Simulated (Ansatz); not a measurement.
Here is the system:

MgH2:
```cif
data_H4Mg2
_chemical_formula_sum 'Mg2 H4'
_space_group_name_H-M_alt 'P 1'
_space_group_IT_number 1
_cell_length_a 4.48503
_cell_length_b 4.48503
_cell_length_c 2.99605
_cell_angle_alpha 90.000
_cell_angle_beta 90.000
_cell_angle_gamma 90.000
loop_
_space_group_symop_operation_xyz
  'x, y, z'
loop_
_atom_site_label
_atom_site_type_symbol
_atom_site_fract_x
_atom_site_fract_y
_atom_site_fract_z
_atom_site_occupancy
Mg1 Mg 0.00000 0.00000 0.00000 1
Mg2 Mg 0.50000 0.50000 0.50000 1
H1 H 0.30467 0.30467 0.00000 1
H2 H 0.19533 0.80467 0.50000 1
H3 H 0.69533 0.69533 0.00000 1
H4 H 0.80467 0.19533 0.50000 1
```

This is the r²SCAN-relaxed structure.

Question: All from r²SCAN in the plane-wave PAW code Ansatz, unless another level is named. Predict the Hill bulk and shear moduli.

Answer: 52.8 and 37.9 GPa.

Question: Next, the highest zone-centre frequency (without LO–TO term)?

Answer: 1517 cm^-1.

Question: Predict the vibrational entropy at 300 K.

Answer: 10.1 J/(K·mol of atoms).

Space group P4_2/mnm (rutile). Symmetry was held in the r²SCAN relaxation; phonons on a q-mesh show no instability.

Potentials: the later of the program's two PAW sets.
